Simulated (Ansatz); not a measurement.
Al$_{3}$GaN$_{4}$:
```
CELL_PARAMETERS angstrom
      3.13003     0.00000     0.00000
     -1.56502     2.71069     0.00000
      0.00000     0.00000    10.08187
ATOMIC_POSITIONS crystal
  Ga 0.33333 0.66667 0.00566
  N  0.33333 0.66667 0.20052
  Al 0.66667 0.33333 0.25788
  N  0.66667 0.33333 0.44644
  Al 0.33333 0.66667 0.50476
  N  0.33333 0.66667 0.69320
  Al 0.66667 0.33333 0.75127
  N  0.66667 0.33333 0.93981
```

Relaxed with PBEsol. Independent-particle spectrum: no excitons, no local fields, no scissors shift; 0.1 eV broadening; ε₁ of the summed bands alone.

Question: Tabulate the dielectric function from PBEsol in the plane-wave PAW code Ansatz.

Answer: 

| E (eV) | ε₁ xx | ε₂ xx | ε₁ zz | ε₂ zz |
|---|---|---|---|---|
| 0.0 | 4.86 | 0.00 | 5.09 | 0.00 |
| 0.3 | 4.87 | 0.00 | 5.09 | 0.00 |
| 0.6 | 4.89 | 0.00 | 5.12 | 0.00 |
| 0.9 | 4.92 | 0.00 | 5.15 | 0.00 |
| 1.2 | 4.96 | 0.00 | 5.20 | 0.00 |
| 1.5 | 5.02 | 0.00 | 5.26 | 0.00 |
| 1.8 | 5.10 | 0.00 | 5.35 | 0.00 |
| 2.1 | 5.19 | 0.00 | 5.46 | 0.00 |
| 2.4 | 5.32 | 0.00 | 5.60 | 0.00 |
| 2.7 | 5.48 | 0.00 | 5.78 | 0.00 |
| 3.0 | 5.72 | 0.00 | 6.02 | 0.00 |
| 3.3 | 6.18 | 0.15 | 6.41 | 0.01 |
| 3.6 | 6.28 | 0.56 | 6.85 | 0.49 |
| 3.9 | 6.40 | 0.81 | 6.91 | 0.80 |
| 4.2 | 6.29 | 1.07 | 7.04 | 0.99 |
| 4.5 | 6.37 | 1.03 | 7.28 | 1.14 |
| 4.8 | 6.65 | 1.00 | 7.67 | 1.31 |
| 5.1 | 7.20 | 1.02 | 8.26 | 1.49 |
| 5.4 | 8.16 | 1.57 | 9.43 | 1.72 |
| 5.7 | 8.70 | 2.83 | 12.44 | 4.80 |
| 6.0 | 8.44 | 3.93 | 8.68 | 8.17 |
| 6.3 | 8.03 | 4.71 | 7.53 | 8.34 |
| 6.6 | 8.11 | 5.39 | 5.43 | 9.05 |
| 6.9 | 7.96 | 6.73 | 3.99 | 8.33 |
| 7.2 | 6.15 | 8.97 | 3.81 | 8.14 |
| 7.5 | 4.64 | 8.52 | 0.61 | 9.06 |
| 7.8 | 3.27 | 8.48 | -0.34 | 6.08 |
| 8.1 | 1.74 | 8.31 | 0.63 | 4.86 |
| 8.4 | 1.02 | 6.94 | 1.54 | 4.15 |
| 8.7 | 1.10 | 6.46 | 1.93 | 4.75 |
| 9.0 | -0.09 | 5.51 | 1.42 | 4.55 |
| 9.3 | 1.06 | 4.46 | 2.52 | 4.36 |
| 9.6 | 1.41 | 4.73 | 2.25 | 5.01 |
| 9.9 | 1.52 | 4.90 | 2.40 | 6.01 |
| 10.2 | 1.91 | 5.26 | 0.69 | 6.24 |
| 10.5 | 1.24 | 5.80 | 0.14 | 5.04 |
| 10.8 | 0.23 | 6.00 | 0.91 | 4.81 |
| 11.1 | -0.12 | 4.76 | 0.47 | 5.57 |
| 11.4 | 0.87 | 5.15 | 1.42 | 5.65 |
| 11.7 | -0.39 | 6.53 | -1.34 | 7.75 |
| 12.0 | -0.83 | 5.90 | -2.17 | 5.30 |

Question: From ε at 4.7 eV (xx: 6.54 + 1.01i), find n, k, the normal reflectivity and the absorption coefficient.

Answer: n = 2.56, k = 0.197, R = 19 %, α = 2kE/ħc = 94000 cm⁻¹.

With all bands, ε∞ without local fields is 4.98 (xx = yy), 5.20 (zz). DFPT, with local fields, gives 4.79 (xx = yy), 4.99 (zz).

Space group P3m1. The start of the workflow was typed in or built on a structure type; neither database checked (COD, Materials Project) lists it. Its standing as an ambient phase is unchecked. The PBEsol relaxation kept the symmetry of its start; its stability against distortions is not shown here. Scalar-relativistic: spin–orbit coupling is off unless named, which matters more the heavier the elements.

Potentials: the earlier of the program's two PAW sets. The files were generated under PBE; for other functionals the program regenerates the frozen cores, and for LDA and PBEsol the local potential too.
